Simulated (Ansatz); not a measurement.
Here is the system:

BaTiO3:
```
BaTiO3
1.0
    3.97187     0.00000     0.00000
    0.00000     3.97187     0.00000
    0.00000     0.00000     4.11405
Ti Ba O
1 1 3
Direct
  0.50000   0.50000   0.45242
  0.00000   0.00000   0.93434
  0.50000   0.50000   0.89508
  0.50000   0.00000   0.41208
  0.00000   0.50000   0.41208
```

This is the r²SCAN-relaxed structure.

Question: All from the program Ansatz at the r²SCAN level (PAW), unless another level is named. Estimate the bulk modulus (Birch–Murnaghan fit).

Answer: 111 GPa.

Question: What about the highest zone-centre frequency (without LO–TO term)?

Answer: 552 cm^-1.

Space group P4mm. Symmetry was held in the r²SCAN relaxation. At this level the phase is dynamically unstable (imaginary phonons). The run is not spin-polarised. Scalar-relativistic: spin–orbit coupling is off unless named, which matters more the heavier the elements.

Potentials: the later of the program's two PAW sets.
